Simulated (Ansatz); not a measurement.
# BeP₂O₆: 17O NMR of the central transition

Cell: a Materials Project structure (computed, not necessarily an observed phase), ions relaxed with PBE at fixed cell.

Space group C222_1 (No. 20); a = 9.9459, b = 10.1961, c = 8.8660 Å.

| site | Wyckoff | site symmetry | x | y | z |
| --- | --- | --- | --- | --- | --- |
| Be | 8c | 1 | 0.2659 | 0.0940 | 0.7798 |
| P5 | 4a | 2.. | 0.9381 | 0.0000 | 0.5000 |
| P6 | 8c | 1 | 0.3797 | 0.7287 | 0.9747 |
| P10 | 4b | .2. | 0.5000 | 0.9058 | 0.7500 |
| O13 | 8c | 1 | 0.5376 | 0.3862 | 0.5528 |
| O14 | 8c | 1 | 0.6670 | 0.1891 | 0.6018 |
| O15 | 8c | 1 | 0.6303 | 0.0226 | 0.2352 |
| O17 | 8c | 1 | 0.7759 | 0.8228 | 0.1316 |
| O22 | 8c | 1 | 0.8663 | 0.0335 | 0.6426 |
| O24 | 8c | 1 | 0.5014 | 0.8066 | 0.6095 |

One atom of each set is listed; the run and its k-mesh use a cell of 36 atoms with edges of 7.12, 7.12, 8.87 Å.

Method: Kohn–Sham DFT in Ansatz, PBE, plane waves and PAW, scalar-relativistic, 420 eV cutoff, Γ-centred 3×3×3 k-points, Fermi–Dirac smearing 0.02 eV.

17O has I = 5/2 and Q = -25.58 mb (Pyykkö 2018); at 35.2 T its Larmor frequency is ν₀ = 203.3 MHz. Only the quadrupole interaction is simulated: positions count from each site's isotropic chemical shift, and J coupling is left out, as are shift anisotropy and dipolar coupling, which fast spinning averages.

Question: Simulate the second-order pattern (fast magic-angle spinning, Gaussian broadening 0.1 kHz) of site O13 (2 P at 1.59–1.60 Å, angle 137°).

Answer: The calculation gives C_Q = -8.46 MHz and η = 0.33, so ν_Q = 1.27 MHz and the centre of gravity lies at -10.8 ppm (-2.19 kHz).

offset (kHz), height and a bar:
```
   -5.627          0 
   -5.447          1 
   -5.266          8 ##
   -5.086          8 ##
   -4.905          8 ##
   -4.725          8 ##
   -4.545          9 ###
   -4.364          9 ###
   -4.184          9 ###
   -4.003         11 ###
   -3.823         32 ##########
   -3.642         39 ############
   -3.462         43 #############
   -3.281         52 ################
   -3.101         85 #########################
   -2.920         87 ##########################
   -2.740         67 ####################
   -2.559         61 ##################
   -2.379         59 ##################
   -2.198         59 ##################
   -2.018         60 ##################
   -1.837         63 ###################
   -1.657         68 ####################
   -1.476         83 #########################
   -1.296        100 ##############################
   -1.115         73 ######################
   -0.935         62 ###################
   -0.754         55 #################
   -0.574         51 ###############
   -0.393         37 ###########
   -0.213          1 
   -0.032          0
```

At O13 V_zz runs parallel to the line that joins its two neighbours (within 1°).
